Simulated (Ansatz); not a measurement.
# Symmetry broken, then relaxed in Al2InN3

Computed with DFT PBE, scalar-relativistic, plane waves, PAW (Ansatz 0.2.0). Cutoff 420 eV, Γ-centred 6×6×4 k-points, Gaussian smearing of 0.05 eV. No spin polarisation. Energies are free energies at this smearing, counted from the undisturbed cell; pressure is positive in compression.

The starting cell (relaxed at this level; it needn't be the usual structure):

```
Al In N
1.0
     4.91700   -2.82772    0.00000
     4.91700    2.82772    0.00000
     0.00000    0.00000    5.24941
Al In N
4 2 6
Direct
  0.00843 0.33487 0.99174
  0.66513 0.99157 0.99174
  0.99157 0.66513 0.49174
  0.33487 0.00843 0.49174
  0.32208 0.67792 0.98700
  0.67792 0.32208 0.48700
  0.03669 0.33362 0.35573
  0.66638 0.96331 0.35573
  0.96331 0.66638 0.85573
  0.33362 0.03669 0.85573
  0.29832 0.70168 0.40606
  0.70168 0.29832 0.90606
```

The atoms are displaced (Å, in the unstrained cell):

```
atom ux uy uz
 Al1  -0.003  -0.017  -0.001
 Al2   0.142   0.016   0.139
 Al3   0.209  -0.121  -0.064
 Al4   0.074   0.101   0.050
 In5  -0.146   0.127  -0.027
 In6   0.087  -0.126  -0.043
  N7  -0.268   0.172   0.091
  N8  -0.021  -0.006   0.092
  N9  -0.142   0.074  -0.184
 N10  -0.023  -0.084  -0.033
 N11   0.123   0.105   0.022
 N12  -0.033  -0.242  -0.041
```

The cell is strained by (-0.0004, -0.0027, 0.0034, -0.0141, -0.0025, -0.0197) (xx, yy, zz, yz, xz, xy; engineering shear). Cell and atoms are then relaxed.

Q: Does the relaxation return to the undisturbed structure?

A: Yes (up to a choice of domain or origin): same space group and volume, and an energy 0.0 meV/atom from it. The disturbance itself cost 395.0 meV/atom. The final space group reads Cmc2_1 (tolerance 0.05 Å) and the volume changes by -0.01 %.

Final structure:

```xyz
12
Lattice="4.9175 -2.8289 0.0003 4.9159 2.8260 -0.0009 -0.0003 -0.0011 5.2498" Properties=species:S:1:pos:R:3 pbc="T T T"
Al    1.6872    0.9215    5.2062
Al    8.1449    0.9197    5.2058
Al    8.1456   -0.9259    2.5814
Al    1.6881   -0.9241    2.5817
In    4.9160    1.0036    5.1812
In    4.9172   -1.0078    2.5567
N     1.8199    0.8384    1.8671
N     8.0122    0.8368    1.8668
N     8.0129   -0.8429    4.4921
N     1.8209   -0.8412    4.4924
N     4.9159    1.1388    2.1312
N     4.9170   -1.1431    4.7566
```

The relaxation, step by step (energy from the first step; small jumps at an unchanged geometry come where the plane waves are selected anew for the new cell):

```csv
step,ΔE (meV/atom),largest force component (eV/Å),pressure (GPa)
1,0.0,12.917,8.68
2,-308.2,4.134,0.12
3,-392.5,0.244,1.62
4,-393.0,0.249,-1.08
5,-394.9,0.011,-0.03
6,-394.9,0.002,0.00
7,-395.0,0.002,0.02
```

Cost: 3 runs of about 7.9 core-minutes in all, on Arm Neoverse V2 (shared hosts).